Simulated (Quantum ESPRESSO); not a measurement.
## Ga3MgN4 (input and log of a self-consistent run)

Computed values, not a measurement. The program is pw.x of Quantum ESPRESSO 7.5 (plane-wave density functional theory). The cell is made up: 8 atoms on a rocksalt lattice, with randomly drawn elements, strain and displacements, not relaxed. PseudoDojo standard norm-conserving files (v0.5 for PBE, v0.4.1 for LDA and PBEsol) set the functional; there is no spin polarisation, spin-orbit coupling or dispersion term, and the masses in the input are unused placeholders. A spin-polarised start on this cell or one of its family kept no moment.

Input:

```
&control calculation='scf', pseudo_dir='./dojo.nc.sr.pbe.v0_5.standard.upf', outdir='./o', disk_io='medium', tprnfor=.true., tstress=.true. /
&system ibrav=0, nat=8, ntyp=3, nbnd=45, ecutwfc=84.00895049, nosym=.true., tot_charge=0,
 occupations='smearing', smearing='fd', degauss=0.0073498644
/
&electrons conv_thr=7.350e-09, electron_maxstep=60, /
ATOMIC_SPECIES
Ga 1.0 Ga.upf
Mg 1.0 Mg.upf
N 1.0 N.upf
CELL_PARAMETERS angstrom
4.2064 0.0113 0.0589
0.0113 4.285 0.058
0.0589 0.058 4.1685
ATOMIC_POSITIONS angstrom
Ga 0.0148 -0.0496 0.0273
Mg 0.0498 2.2315 2.0234
Ga 2.1151 -0.0361 2.0558
Ga 2.1057 2.1511 0.0413
N 2.2038 -0.0962 0.0337
N 2.2195 2.1457 2.1366
N 4.1931 0.0494 2.2312
N 4.1579 2.2169 0.0809
K_POINTS automatic
6 6 6 1 1 1
```

The log is shortened where brackets say so; the opening notice, blank lines, dates and the lines on written files are dropped, and the path of the files is cut. It prints rydbergs, bohrs and kilobars, and counts compression as positive stress.

```
     Program PWSCF v.7.5
     Parallel version (MPI & OpenMP), running on       1 processor cores
     Number of MPI processes:                 1
     Threads/MPI process:                     1
     [start-up lines left out]
     bravais-lattice index     =            0
     lattice parameter (alat)  =       7.9498  a.u.
     unit-cell volume          =     506.8360 (a.u.)^3
     number of atoms/cell      =            8
     number of atomic types    =            3
     number of electrons       =        69.00
     number of Kohn-Sham states=           45
     kinetic-energy cutoff     =      84.0090  Ry
     charge density cutoff     =     336.0358  Ry
     scf convergence threshold =      7.3E-09
     mixing beta               =       0.7000
     number of iterations used =            8  plain     mixing
     Exchange-correlation= PBE
                           (   1   4   3   4   0   0   0)
     [axes and pseudopotential details left out]
   Cartesian axes
     site n.     atom                  positions (alat units)
         1        Ga     tau(   1) = (   0.0035181  -0.0117904   0.0064895  )
         2        Mg     tau(   2) = (   0.0118379   0.5304472   0.4809800  )
         3        Ga     tau(   3) = (   0.5027779  -0.0085813   0.4886818  )
         4        Ga     tau(   4) = (   0.5005435   0.5113354   0.0098174  )
         5        N      tau(   5) = (   0.5238627  -0.0228676   0.0080108  )
         6        N      tau(   6) = (   0.5275947   0.5100518   0.5078887  )
         7        N      tau(   7) = (   0.9967368   0.0117428   0.5303759  )
         8        N      tau(   8) = (   0.9883695   0.5269767   0.0192306  )
     number of k points=   108  Fermi-Dirac smearing, width (Ry)=  0.0073
     Number of k-points >= 100: set verbosity='high' to print them.
     Dense  grid:    52679 G-vectors     FFT dimensions: (  48,  48,  45)
     Estimated max dynamical RAM per process >      69.17 MB
     Initial potential from superposition of free atoms
     starting charge      68.9911, renormalised to      69.0000
     Starting wfcs are   48 randomized atomic wfcs
     total cpu time spent up to now is       13.4 secs
     per-process dynamical memory:    45.4 Mb
     Self-consistent Calculation
     iteration #  1     ecut=    84.01 Ry     beta= 0.70
     Davidson diagonalization with overlap
     ethr =  1.00E-02,  avg # of iterations =  4.8
     total cpu time spent up to now is       55.5 secs
     total energy              =    -659.80413877 Ry
     estimated scf accuracy    <       1.71421754 Ry
     iteration #  2     ecut=    84.01 Ry     beta= 0.70
     Davidson diagonalization with overlap
     ethr =  2.48E-03,  avg # of iterations =  3.3
     total cpu time spent up to now is       96.3 secs
     total energy              =    -660.20701670 Ry
     estimated scf accuracy    <       1.85960050 Ry
     iteration #  3     ecut=    84.01 Ry     beta= 0.70
     Davidson diagonalization with overlap
     ethr =  2.48E-03,  avg # of iterations =  2.0
     total cpu time spent up to now is      130.1 secs
     total energy              =    -660.54088464 Ry
     estimated scf accuracy    <       0.32788806 Ry
     iteration #  4     ecut=    84.01 Ry     beta= 0.70
     Davidson diagonalization with overlap
     ethr =  4.75E-04,  avg # of iterations =  2.0
     total cpu time spent up to now is      162.8 secs
     total energy              =    -660.59243697 Ry
     estimated scf accuracy    <       0.01021628 Ry
     iteration #  5     ecut=    84.01 Ry     beta= 0.70
     Davidson diagonalization with overlap
     ethr =  1.48E-05,  avg # of iterations =  8.4
     total cpu time spent up to now is      199.6 secs
     total energy              =    -660.59375387 Ry
     estimated scf accuracy    <       0.00447008 Ry
     [iterations 6 to 7 left out]
     iteration #  8     ecut=    84.01 Ry     beta= 0.70
     Davidson diagonalization with overlap
     ethr =  1.78E-07,  avg # of iterations =  2.1
     total cpu time spent up to now is      278.8 secs
     total energy              =    -660.59486988 Ry
     estimated scf accuracy    <       0.00002951 Ry
     iteration #  9     ecut=    84.01 Ry     beta= 0.70
     Davidson diagonalization with overlap
     ethr =  4.28E-08,  avg # of iterations =  2.0
     total cpu time spent up to now is      305.5 secs
     total energy              =    -660.59487460 Ry
     estimated scf accuracy    <       0.00002272 Ry
     iteration # 10     ecut=    84.01 Ry     beta= 0.70
     Davidson diagonalization with overlap
     ethr =  3.29E-08,  avg # of iterations =  2.0
     total cpu time spent up to now is      329.6 secs
     total energy              =    -660.59487772 Ry
     estimated scf accuracy    <       0.00000019 Ry
     iteration # 11     ecut=    84.01 Ry     beta= 0.70
     Davidson diagonalization with overlap
     ethr =  2.79E-10,  avg # of iterations =  3.7
     total cpu time spent up to now is      367.9 secs
     total energy              =    -660.59487780 Ry
     estimated scf accuracy    <       0.00000002 Ry
     iteration # 12     ecut=    84.01 Ry     beta= 0.70
     Davidson diagonalization with overlap
     ethr =  3.38E-11,  avg # of iterations =  2.0
     total cpu time spent up to now is      402.3 secs
     End of self-consistent calculation
     Number of k-points >= 100: set verbosity='high' to print the bands.
     the Fermi energy is    12.9924 ev
!    total energy              =    -660.59487780 Ry
     estimated scf accuracy    <          1.9E-09 Ry
     smearing contrib. (-TS)   =      -0.00949106 Ry
     internal energy E=F+TS    =    -660.58538675 Ry
     The total energy is F=E-TS. E is the sum of the following terms:
     one-electron contribution =    -169.85377589 Ry
     hartree contribution      =     146.45764001 Ry
     xc contribution           =    -166.72997353 Ry
     ewald contribution        =    -470.45927733 Ry
     convergence has been achieved in  12 iterations
     Forces acting on atoms (cartesian axes, Ry/au):
     atom    1 type  1   force =     0.00391478    0.02801484   -0.01304813
     atom    2 type  2   force =     0.01324431   -0.03639946    0.05658636
     atom    3 type  1   force =     0.00597327    0.02253676    0.02998017
     atom    4 type  1   force =     0.00283985   -0.02414310   -0.01317384
     atom    5 type  3   force =    -0.05300329    0.03605576   -0.00056157
     atom    6 type  3   force =    -0.05576628   -0.00682585   -0.00675433
     atom    7 type  3   force =     0.03922663    0.01248758   -0.03585400
     atom    8 type  3   force =     0.04357072   -0.03172653   -0.01717465
     Total force =     0.146190     Total SCF correction =     0.000177
     Computing stress (Cartesian axis) and pressure
          total   stress  (Ry/bohr**3)                   (kbar)     P=      128.18
   0.00087335  -0.00003506  -0.00022083          128.47       -5.16      -32.48
  -0.00003506   0.00069106  -0.00021034           -5.16      101.66      -30.94
  -0.00022083  -0.00021034   0.00104972          -32.48      -30.94      154.42
     init_run     :     10.07s CPU     13.30s WALL (       1 calls)
     electrons    :    344.37s CPU    388.98s WALL (       1 calls)
     forces       :      3.34s CPU      3.40s WALL (       1 calls)
     stress       :     13.12s CPU     13.21s WALL (       1 calls)
     [timing details left out]
     PWSCF        :   6m11.05s CPU   6m59.27s WALL
     JOB DONE.
```

In other units: free energy -8987.851 eV for the cell, pressure 12.82 GPa, largest force component 1.455 eV/Å. A rerun of this cell at 1437 eV and a 8 x 8 x 8 mesh moved values by no more than 0.003 eV in energy, 0.13 GPa in stress and 0.006 eV/Å in force.